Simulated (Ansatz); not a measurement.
Hf3SnS8 (P-3m1)

The calculation used DFT PBE, scalar-relativistic, plane waves, PAW in Ansatz 0.2.0.

Cutoff 420 eV; k points 12×12×1 on the computed 12-atom cell (Γ-centred); Gaussian smearing, width 0.02 eV; no spin polarisation.

The structure is relaxed at this level of theory with its symmetry kept, and needn't be the ground state of this composition.

```cif
data_structure
_symmetry_space_group_name_H-M 'P 1'
_symmetry_Int_Tables_number 1
_cell_length_a 3.6639
_cell_length_b 3.6639
_cell_length_c 27.4723
_cell_angle_alpha 90.000
_cell_angle_beta 90.000
_cell_angle_gamma 120.000
_cell_volume 319.39
loop_
_atom_site_label
_atom_site_type_symbol
_atom_site_fract_x
_atom_site_fract_y
_atom_site_fract_z
_atom_site_occupancy
Hf1 Hf 0.00000 0.00000 0.25169 1
Hf2 Hf 0.00000 0.00000 0.50000 1
Hf3 Hf 0.00000 0.00000 0.74831 1
Sn1 Sn 0.00000 0.00000 0.00000 1
S1 S 0.33333 0.66667 0.05428 1
S2 S 0.33333 0.66667 0.30414 1
S3 S 0.33333 0.66667 0.55245 1
S4 S 0.33333 0.66667 0.80076 1
S5 S 0.66667 0.33333 0.19924 1
S6 S 0.66667 0.33333 0.44755 1
S7 S 0.66667 0.33333 0.69586 1
S8 S 0.66667 0.33333 0.94572 1
```

- Space group: P-3m1 (No. 164)
- Volume per atom: 26.62 Å³
- Formation energy from the elements' standard states (uncorrected): -1.279 eV/atom
- Kohn–Sham band gap: 1.20 eV, indirect from A to M
- Orbital (Löwdin) character of the top 1 eV of the valence band: S 3p 94 %
- Orbital (Löwdin) character of the lowest 1 eV of the conduction band: Hf 5d 59 %, S 3p 26 %, Sn 5s 7 %, unprojected 4 %
- Electron masses at the edge by direction of the standard setting (m_e; one valley, along these axes only; no spin-orbit coupling): x: 0.25; y: 0.83; z: 13
- Hole masses at the edge by direction of the standard setting (m_e; one valley, along these axes only; no spin-orbit coupling): x: 0.47, 0.18, 0.44, 0.18; y: 0.47, 0.18, 0.47, 0.18; z: over 30, over 30, over 30, over 30

Spin-orbit coupling is left out, which matters for the bands of heavy elements. The cell holds layers, chains or molecules and no dispersion correction was added, so their binding is poorly described.

The cell was found from a structure generator's guess, not taken from experiment. Kohn–Sham gaps at this level usually fall short of measured ones. Löwdin shares on free-atom orbitals overweight diffuse shells in the empty bands.
